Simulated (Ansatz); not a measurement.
Input and command of a calculation in Ansatz (plane waves; scalar-relativistic PAW potentials unless the input names others):

```yaml
crystal:
  lattice:
    - [4.5969450441, 0.0, 0.0]
    - [0.0, 4.5969450441, 0.0]
    - [0.0, 0.0, 2.9535430427]
  atoms:
    - { symbol: Ti, position: [0.0, 0.0, 0.0] }
    - { symbol: Ti, position: [0.5, 0.5, 0.5] }
    - { symbol: O, position: [0.3046314522, 0.3046314522, 0.0] }
    - { symbol: O, position: [0.1953685478, 0.8046314522, 0.5] }
    - { symbol: O, position: [0.6953685478, 0.6953685478, 0.0] }
    - { symbol: O, position: [0.8046314522, 0.1953685478, 0.5] }
basis:
  ecutwfc: 500
kpoints:
  mp_grid: { grid: [6, 6, 10] }
hamiltonian:
  xc: r2scan
  dispersion: d3bjatm
scf:
  occupations: { method: gaussian, width: 0.02 }
  algorithm: direct_min
  convergence: { dr2_threshold: 1.0e-11 }
output:
  forces: true
  eigenvalues: true
  stress: true
```

```bash
ansatz run input.yaml --threads 2 --pin off --max-ram 5120MiB --backend cpu --events-out ev --progress --plain --runs-dir out
```

Abridged log:
```
Basis set: ecut = 500 eV, 1559 PW (Γ), exchange–correlation on 144×144×96 points (64 copies of the dense FFT grid, shifted against one another)
Bands: 30, of which v1, the nominal top of the filled ones, is band 24 counted from 1 (23 counted from 0)
Symmetry: 16 space group operations
k-points: 60 of 360
SCF iter   1: F=—  HF=-7293.155895 eV  |F-HF|=—  |Δ(HF+E_count)|=         —  Δρ=2.75e-2  dr2=5.53e-1  dr2_τ=3.86e-1  ethr=1.77e-3  ⟨swp⟩=5.1  Hψ=7362  notcnv=0
SCF iter   2: F=—  HF=-7293.178545 eV  |F-HF|=—  |Δ(HF+E_count)|=   2.27e-2  Δρ=9.88e-3  dr2=2.76e-2  dr2_τ=3.77e-3  ethr=5.43e-5  ⟨swp⟩=3.2  Hψ=8675  notcnv=0  defer=1
SCF iter   3: F=—  HF=-7293.172991 eV  |F-HF|=—  |Δ(HF+E_count)|=   5.55e-3  Δρ=8.35e-4  dr2=2.53e-4  dr2_τ=4.65e-5  ethr=5.43e-5  ⟨swp⟩=3.9  Hψ=4138  notcnv=0  defer=48
SCF iter   4: F=—  HF=-7293.172942 eV  |F-HF|=—  |Δ(HF+E_count)|=   4.94e-5  Δρ=1.14e-4  dr2=3.97e-6  dr2_τ=7.41e-7  ethr=5.26e-7  ⟨swp⟩=3.9  Hψ=4693  notcnv=0
SCF iter   5: F=—  HF=-7293.172942 eV  |F-HF|=—  |Δ(HF+E_count)|=   6.43e-7  Δρ=5.18e-5  dr2=1.22e-6  dr2_τ=1.34e-7  ethr=8.26e-9  ⟨swp⟩=4.0  Hψ=4783  notcnv=0
SCF iter   6: F=—  HF=-7293.172942 eV  |F-HF|=—  |Δ(HF+E_count)|=   2.96e-7  Δρ=7.60e-6  dr2=1.97e-8  dr2_τ=1.69e-9  ethr=2.55e-9  ⟨swp⟩=2.5  Hψ=3289  notcnv=0
SCF iter   7: F=—  HF=-7293.172942 eV  |F-HF|=—  |Δ(HF+E_count)|=   1.48e-9  Δρ=1.32e-6  dr2=7.96e-10  dr2_τ=1.23e-10  ethr=4.11e-11  ⟨swp⟩=4.4  Hψ=5016  notcnv=0
SCF iter   8: F=—  HF=-7293.172942 eV  |F-HF|=—  |Δ(HF+E_count)|=  1.51e-10  Δρ=3.21e-7  dr2=4.57e-11  dr2_τ=4.93e-12  ethr=1.66e-12  ⟨swp⟩=3.5  Hψ=4121  notcnv=0
SCF iter   9: F=-7293.172942 eV  HF=-7293.172942 eV  |F-HF|=5.46e-12  |Δ(HF+E_count)|=  9.09e-12  Δρ=5.51e-8  dr2=1.25e-12  dr2_τ=1.26e-13  ethr=1.00e-12  ⟨swp⟩=2.0  Hψ=3242  notcnv=0
SCF 1 converged in 9 iterations: F = -7293.172942 eV  dr2 = 1.25e-12
  Residual-converged pass: ⟨swp⟩=4.9  Hψ=6173  notcnv=0  max |occ|·‖R‖ = 9.6e-9 eV (tolerance 1.0e-8 eV) dr2=2.54e-12  dr2_τ=2.60e-13  dr2_onsite=1.74e-13  max |Δocc| = 0.0e0
SCF converged after 9 iterations
Stability not checked: this state was not tested for a lower state beside it, because a direct minimisation reached the state, and no test of it is asked (direct_minimisation; see scf.lower_state_search)
Free energy (F): -7293.172942 eV
Harris-Foulkes:  -7293.172942 eV  (|F-HF|=5.46e-12)
Internal energy: -7293.172942 eV  (E = F + TS)
E sigma→0 (E₀):  -7293.172942 eV
Fermi energy:    9.917110 eV
  E_disp       = -0.594987  (pairwise vdW)
--- Forces (eV/Å), atoms counted from 1 ---
  atom   1  Ti     0.00000000     0.00000000     0.00000000
  atom   2  Ti     0.00000000     0.00000000     0.00000000
  atom   3  O     -0.00117693    -0.00117693     0.00000000
  atom   4  O      0.00117693    -0.00117693     0.00000000
  atom   5  O      0.00117693     0.00117693     0.00000000
  atom   6  O     -0.00117693     0.00117693     0.00000000
--- Stress (GPa, compression-positive) ---
       -1.255807       0.000000       0.000000
        0.000000      -1.255807       0.000000
        0.000000       0.000000      -1.262145
  P = ⅓ Tr σ = -1.2579 GPa (-12.579 kbar)
```

Apart from outputs and empty bands, the input differs from a reference run on usual settings in scf.algorithm: not typed → "direct_min"; hamiltonian.dispersion: not typed → "d3bjatm"; scf.convergence.dr2_threshold: not typed → 1e-11. The reference, at the same geometry, gave pressure 0.00 GPa, largest force 0.003 eV/Å, gap on the mesh 2.22 eV. This run converged in 9 SCF iterations with an energy at zero smearing 99.16 meV/atom below the reference's (the Hamiltonian itself differs), pressure -1.26 GPa, largest force 0.002 eV/Å, gap on the mesh 2.22 eV.

The run took 17 s on 2 threads of Intel(R) Xeon(R) 6975P-C (Granite Rapids), on a shared host, peak memory 0.71 GiB.